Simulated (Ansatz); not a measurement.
Here is an unrelaxed guess for EuNbTe₄.

```cif
data_structure
_symmetry_space_group_name_H-M 'I422'
_symmetry_Int_Tables_number 97
_cell_length_a 7.2734
_cell_length_b 7.2734
_cell_length_c 6.0109
_cell_angle_alpha 90.000
_cell_angle_beta 90.000
_cell_angle_gamma 90.000
_cell_volume 317.99
loop_
_atom_site_label
_atom_site_type_symbol
_atom_site_symmetry_multiplicity
_atom_site_Wyckoff_symbol
_atom_site_fract_x
_atom_site_fract_y
_atom_site_fract_z
_atom_site_occupancy
Eu1 Eu 2 b 0.00000 0.00000 0.50000 1
Nb1 Nb 2 a 0.00000 0.00000 0.00000 1
Te1 Te 8 j 0.16399 0.66399 0.25000 1
```

Method: DFT PBE, scalar-relativistic, plane waves, PAW (Ansatz). Plane waves to 420 eV, a k mesh through Γ of 4×4×4 on the computed 6-atom cell and Gaussian smearing (0.10 eV); collinear spin from starting moments 7.0 0.0 0.0 0.0 0.0 0.0 μB.

Energies over the elements count from the elements' standard structures at the same level, with no fitted energy shifts.

Task: What does a single point on this coarse mesh give?

Result: The pressure is 0.8 GPa (the mean over three directions, positive in compression), the largest force is 0.38 eV/Å, and the energy is −0.33 eV/atom against the elements. The shortest distance is 3.01 Å.

Task: Is it a good guess?

Result: A fair one: relaxing gains about 0.11 eV/atom (the start's value is from the coarse mesh, so the gain is rough) in 12 ionic steps and ends at −0.44 eV/atom on the finer mesh. The symmetry stays I422 (No. 97). The volume per atom grows by 4.1 %, from 26.5 to 27.6 Å³. The shortest distance goes from 3.01 Å (Eu–Nb) to 3.00 Å (Te–Te). The ratio c/a of the conventional cell changes by a factor of 1.26. Conventional cell: a = 6.826 Å, c = 7.105 Å. Eu is surrounded by 8 Te at 3.13 Å and 2 Nb at 3.55 Å; Nb has 8 Te at 3.13 Å and 2 Eu at 3.55 Å; Te has 1 Te at 3.00 Å, 2 Eu at 3.13 Å and 2 Nb at 3.13 Å.

The last run used collinear spin, an 8×8×8 mesh for its 6-atom cell and Gaussian smearing of 0.10 eV. Spin–orbit coupling, which can matter for Te, is left out. No Hubbard U is applied to the open shell of Eu. The reference form of Te is held partly by dispersion forces, which this level lacks. The magnetic state reached may not be the lowest. The relaxation can't lower the symmetry of the start, and the grade says only how near the guess is to its own end. Symmetry constrained the relaxation, so the result can be a saddle point.
